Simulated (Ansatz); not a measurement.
# Ansatz 0.2.0, relaxation: SiAsPb

The command:

```bash
ansatz run input.yaml --threads 1 --pin off --max-ram 2560MiB --backend cpu --events-out ev --progress --plain --runs-dir out
```

The input file (Ansatz 0.2.0, plane waves):

```yaml
crystal:
  lattice:
    - [3.774022, 0.0, 0.0]
    - [0.0, 3.774022, 0.0]
    - [0.0, 0.0, 8.474561]
  atoms:
    - { symbol: Si, position: [0.0, 0.0, 0.0] }
    - { symbol: Si, position: [0.5, 0.5, 0.0] }
    - { symbol: As, position: [0.5, 0.0, 0.609] }
    - { symbol: As, position: [0.0, 0.5, 0.391] }
    - { symbol: Pb, position: [0.5, 0.0, 0.256] }
    - { symbol: Pb, position: [0.0, 0.5, 0.744] }
  symmetry: { tolerance: 0.0003 }
kpoints:
  mp_grid: { grid: [5, 5, 2], shift: [0, 0, 0] }
magnetization:
  spin_polarized: false
scf:
  occupations: { method: fermi_dirac }
  initial_density: { chi_scale: 0.1 }
hamiltonian:
  pseudopotentials: { kind: paw }
  xc: pbe
basis:
  ecutwfc: 420
  xc_grid: 3
output:
  forces: true
  stress: true
  eigenvalues: true
  write_density: true
  write_potential: true
  elf: true
  volumetric_format: npy
relax:
  max_steps: 40
  cell: {}
```

Origin of the cell: a known structure type with other elements, at an estimated volume, so it need not be a known compound.

The smearing width isn't typed, so it takes its default of 0.1 eV.

Output (shortened):

```
Pseudopotentials: kind: paw
Pseudopotential: Si, paw, valence charge 4, recommended cutoff 420 eV (normal), Si.paw.azcp
Pseudopotential: As, paw, valence charge 15, recommended cutoff 420 eV (normal), As.paw.azcp
Pseudopotential: Pb, paw, valence charge 14, recommended cutoff 420 eV (normal), Pb.paw.azcp
Functional definition: PBE
  exchange = pbe_x(kappa = kappa, mu = beta*pi^2/3)
  correlation = pbe_c(beta = beta)
Crystal: 6 atoms, lattice volume = 120.705 Å³
Basis set: ecut = 420 eV, 2333 PW (Γ), exchange–correlation on 81×81×180 points (27 copies of the dense FFT grid, shifted against one another)
Bands: 40, of which v1, the nominal top of the filled ones, is band 33 counted from 1 (32 counted from 0)
Symmetry: 16 space group operations
Space group: P4/nmm (ITA 129), of the structure as read, at distance tolerance 1.5e-3 Å
[… 7 lines left out …]
Initial density: superposition of atomic densities (chi_scale 0.1, normalization cell, long waves kept (reshape's long-wave potential 0.22 eV rms))
Functional: x = pbe(κ = 0.804, μ = 0.219515), c = pbe(β = 0.066725)
SCF iter   1: F=—  HF=-34794.188972 eV  Δρ=3.31e-2  dr2=1.10e1
SCF iter   2: F=—  HF=-34793.298257 eV  Δρ=1.72e-2  dr2=2.42e0
SCF iter   3: F=—  HF=-34792.958054 eV  Δρ=6.25e-3  dr2=3.75e-1
SCF iter   4: F=—  HF=-34792.908805 eV  Δρ=2.07e-3  dr2=2.77e-2
SCF iter   5: F=—  HF=-34792.902459 eV  Δρ=1.18e-3  dr2=5.70e-3
SCF iter   6: F=—  HF=-34792.901921 eV  Δρ=3.84e-4  dr2=1.26e-3
SCF iter   7: F=—  HF=-34792.901771 eV  Δρ=8.44e-5  dr2=1.35e-5
SCF iter   8: F=—  HF=-34792.901769 eV  Δρ=3.26e-5  dr2=1.95e-6
SCF iter   9: F=—  HF=-34792.901769 eV  Δρ=1.01e-5  dr2=1.94e-7
SCF iter  10: F=-34792.901769 eV  HF=-34792.901769 eV  Δρ=2.17e-6  dr2=2.45e-8
relax step   1: F+E_penalty+E_count = -34792.901769 eV  Δ(F+E_penalty+E_count) = +0.000e0 eV  max|allowed force component| = 8.897e-1 eV/Å  Δτ_max = 0.0000 Å  P = +12.665 GPa  Ω = 120.705 Å³ […]
relax step   2: F+E_penalty+E_count = -34793.744542 eV  Δ(F+E_penalty+E_count) = -8.428e-1 eV  max|allowed force component| = 4.841e-1 eV/Å  Δτ_max = 0.0790 Å  P = +4.171 GPa  Ω = 131.680 Å³ […]
relax step   3: F+E_penalty+E_count = -34794.116668 eV  Δ(F+E_penalty+E_count) = -3.721e-1 eV  max|allowed force component| = 5.029e-1 eV/Å  Δτ_max = 0.0981 Å  P = +1.181 GPa  Ω = 136.420 Å³ […]
relax step   4: F+E_penalty+E_count = -34794.557917 eV  Δ(F+E_penalty+E_count) = -4.412e-1 eV  max|allowed force component| = 5.013e-1 eV/Å  Δτ_max = 0.1532 Å  P = +0.012 GPa  Ω = 137.636 Å³ […]
relax step   5: F+E_penalty+E_count = -34795.049865 eV  Δ(F+E_penalty+E_count) = -4.919e-1 eV  max|allowed force component| = 5.241e-1 eV/Å  Δτ_max = 0.1594 Å  P = +0.194 GPa  Ω = 137.609 Å³ […]
[… 4 lines left out …]
relax step  10: F+E_penalty+E_count = -34795.299328 eV  Δ(F+E_penalty+E_count) = -7.149e-2 eV  max|allowed force component| = 1.177e-2 eV/Å  Δτ_max = 0.0000 Å  P = +0.747 GPa  Ω = 137.969 Å³  stress off target by 1.99e0 GPa […]
relax step  11: F+E_penalty+E_count = -34795.312281 eV  Δ(F+E_penalty+E_count) = -1.295e-2 eV  max|allowed force component| = 7.366e-2 eV/Å  Δτ_max = 0.0231 Å  P = -0.215 GPa  Ω = 140.496 Å³ […]
relax step  12: F+E_penalty+E_count = -34795.318110 eV  Δ(F+E_penalty+E_count) = -5.828e-3 eV  max|allowed force component| = 1.969e-2 eV/Å  Δτ_max = 0.0143 Å  P = -0.189 GPa  Ω = 140.714 Å³ […]
relax step  13: F+E_penalty+E_count = -34795.318810 eV  Δ(F+E_penalty+E_count) = -7.008e-4 eV  max|allowed force component| = 5.644e-3 eV/Å  Δτ_max = 0.0026 Å  P = -0.031 GPa  Ω = 140.334 Å³ […]
relax step  14: F+E_penalty+E_count = -34795.319188 eV  Δ(F+E_penalty+E_count) = -3.773e-4 eV  max|allowed force component| = 5.625e-3 eV/Å  Δτ_max = 0.0000 Å  P = -0.032 GPa  Ω = 140.334 Å³  stress off target by 4.76e-2 GPa […]
SCF 14 converged in 6 iterations: F = -34795.319188 eV  dr2 = 2.84e-11
basis re-selected at this cell: Δ(F+E_penalty+E_count) = -3.773e-4 eV, ΔP = -0.001 GPa vs the last step (what re-selecting the basis moved, of the pressure what is left beyond the Pulay corre […]
SCF converged after 6 iterations
Free energy (F): -34795.319188 eV
Harris-Foulkes:  -34795.319188 eV  (|F-HF|=7.28e-12)
Internal energy: -34795.230053 eV  (E = F + TS)
E sigma→0 (E₀):  -34795.274620 eV
Entropy (-TS):   -0.089135 eV (-14.856 meV/atom)
Fermi energy:    9.902653 eV
--- Per-component energies (eV) ---
  E_band       = -547.204864
  E_kinetic    = 859.397523
  E_local      = -8043.735925  (includes V_loc(G=0)·N_el)
  E_nonlocal   = -590.814408
  E_hartree    = 3974.705675
  E_xc         = -709.998274
  E_vxc        = -516.256415  (∫ρ·V_xc dr)
  E_paw        = -25503.601057  (= ΣΔE_a)
  E_vpaw       = -205.206985  (= ΣTr[D̂ρ^β])
  E_aug_tail   = 0.000131  (compensation charges beyond the density's cutoff)
  E_ewald      = -4781.183717
  E_smearing   = -0.089135  (= −TS)
  Σ components = -34795.319188   (vs F -34795.319188, Δ=0.00e0)
--- Forces (eV/Å), atoms counted from 1 ---
  atom   1  Si    -0.000000     0.000000     0.000000
  atom   2  Si     0.000000     0.000000    -0.000000
  atom   3  As     0.000000    -0.000000    -0.000780
  atom   4  As     0.000000    -0.000000     0.000780
  atom   5  Pb    -0.000000     0.000000     0.005625
  atom   6  Pb    -0.000000     0.000000    -0.005625
  max |Σ_I F_I| component: 2.78e-17 eV/Å
--- Stress (GPa, compression-positive) ---
       -0.047610       0.000000      -0.000000
        0.000000      -0.047610      -0.000000
       -0.000000      -0.000000      -0.000538
  P = ⅓ Tr σ = -0.0319 GPa (-0.319 kbar)
--- Relaxed structure (12 steps of the walk, 12 accepted, 2 SCFs on fresh bases) ---
  F+E_penalty+E_count = -34795.319188 eV   max|allowed force component| = 5.625e-3 eV/Å   (the final SCF, on the basis selected at the relaxed cell)
  cell:  # Å, volume = 140.3338 Å³
    - [3.607629, 0.0, 0.0]
    - [0.0, 3.607629, 0.0]
    - [0.0, 0.0, 10.782477]
  atoms:
    - { symbol: Si, position: [0.0, 0.0, -8.187e-19] }
    - { symbol: Si, position: [0.5, 0.5, -8.187e-19] }
    - { symbol: As, position: [0.5, 0.0, 0.541809] }
    - { symbol: As, position: [0.0, 0.5, 0.458191] }
    - { symbol: Pb, position: [0.5, 0.0, 0.237881] }
    - { symbol: Pb, position: [0.0, 0.5, 0.762119] }
```

Caveats: no dispersion correction, so spacings can come out too large where layers or molecules are weakly bound; no spin-orbit coupling, though heavy elements are present; the k mesh is coarse if the cell is a metal; the relaxation held the start's symmetry, so the end may be a saddle point.

The run took 81 s of wall time on 1 CPU thread(s) of a shared host, from the program's own first density.
